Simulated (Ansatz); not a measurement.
In PBE+D3(BJ) (plane waves, PAW; program Ansatz), Nd in the dhcp (α-La type) structure (P6_3/mmc) relaxes to a = 3.545 Å, c = 11.292 Å.

Electronic character: metallic (no gap). The magnetic state found is ferromagnetic. The net moment is 4.01 μB per atom.

Symmetry was held in the PBE+D3(BJ) relaxation. Magnetic state: ferromagnetic, the only order run, not a proven ground state. Caveat: open 4f shells can settle in a state that is not the lowest. No Hubbard U is applied. The pairwise dispersion correction was not fitted to metals. Axis ratios of metals converge slowly with the k-mesh, so a and c are less sure than the volume. Spin–orbit coupling is left out wherever it is not named.

Potentials: the later of the program's two PAW sets.
